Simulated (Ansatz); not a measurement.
An Ansatz run on an ordered 6-atom cell of Si5Ge on the diamond lattice (P3m1) left the output below. Cell and atoms come from a relaxation with r2SCAN.

Structure:
```
Si Ge
1.0
     3.87312    0.00000    0.00000
    -1.93656    3.35422    0.00000
     0.00000    0.00000    9.48482
Si Ge
5 1
Direct
  0.00000 0.00000 0.99675
  0.66667 0.33333 0.66653
  0.33333 0.66667 0.33668
  0.66667 0.33333 0.91530
  0.33333 0.66667 0.58463
  0.00000 0.00000 0.25011
```

What the program printed (shortened):
```
scf.n_extra_bands = 5 over 17 filled bands (N_el = 34.0): the run solves 22 bands
Functional definition: PBE
Crystal: 6 atoms, lattice volume = 123.220 Å³
Basis set: ecut = 420 eV, 2431 PW (Γ)
Bands: 22, of which v1, the nominal top of the filled ones, is band 17 counted from 1 (16 counted from 0)
Symmetry: 6 space group operations
Space group: P3m1 (ITA 156)
k-points: 69 of 576 (time reversal used)
preconditioner: auto → Resta (q_TF=auto, 2.201 Å⁻¹)  ε∞=5.5  [insulator: Δε(μ)=0.582 eV  σ=0.020 eV  ℏωp=16.4 eV]
SCF converged after 6 iterations
Free energy (F): -7473.954885 eV
Fermi energy:    6.925253 eV
--- Per-component energies (eV) ---
  E_band       = -139.852653
  E_kinetic    = 313.086745
  E_local      = -3443.695434
  E_nonlocal   = 548.851291
  E_hartree    = 1533.318341
  E_xc         = -351.480900
  E_vxc        = -298.319590
  E_paw        = -4584.306984
  E_vpaw       = -326.408240
  E_ewald      = -1489.728212
--- Forces (eV/Å), atoms counted from 1 ---
  atom   1  Si      0.00000      0.00000    -0.07182
  atom   2  Si      0.00000      0.00000    -0.00332
  atom   3  Si      0.00000      0.00000      0.08165
  atom   4  Si      0.00000      0.00000    -0.00598
  atom   5  Si      0.00000      0.00000      0.00974
  atom   6  Ge      0.00000      0.00000    -0.01025
--- Stress (GPa, compression-positive) ---
        1.660605       0.000000       0.000000
        0.000000       1.660605       0.000000
        0.000000       0.000000       1.660910
  P = ⅓ Tr σ = 1.6607 GPa (16.607 kbar)
--- Band table (eV; the first three rows and the last of 69) ---
  k-point 0: bands = […, 5.4829, 5.6606, 5.6606, 6.6099, 6.6467, 6.6467, 8.1173, 8.1314, 9.1392, 9.1392, …]
  k-point 1: bands = […, 5.3998, 5.6926, 5.8314, 5.8314, 6.5051, 6.5051, 7.9675, 8.4143, 9.0811, 9.3446, …]
  k-point 2: bands = […, 5.3544, 5.3544, 6.0427, 6.0427, 6.2898, 6.2898, 7.9138, 8.7385, 8.7830, 9.6993, …]
  k-point 68: bands = […, 2.5443, 2.5717, 2.6776, 3.8341, 3.8343, 3.8713, 9.9135, 9.9342, 9.9669, 10.0052, …]
```

Q: What input produced it? Give the YAML, leaving the band path aside.

A:
```yaml
crystal:
  # lattice and atoms as above
kpoints:
  mp_grid: { grid: [12, 12, 4] }
hamiltonian:
  xc: pbe
scf:
  occupations: { method: fermi_dirac, width: 0.02 }
  n_extra_bands: 5
output:
  forces: true
  stress: true
  eigenvalues: true
```
A single point prints forces and stress when the output block asks for them. Keys that only write grids to files are left aside. Keys that aren't typed take their defaults; thresholds and the kind of smearing can't be read off these lines.

Command: `ansatz run input.yaml --threads 4 --pin off --max-ram 6451MiB --backend cpu --events-out ev --progress --plain --runs-dir out`. Wall time 15 s on 4 threads of Arm Neoverse N1 (shared host), load about 0.5 per core; peak host memory 0.49 GiB.

Computed, not measured; no magnetism was allowed, and whether the structure is a known phase isn't checked.

Spin-orbit coupling is left out.
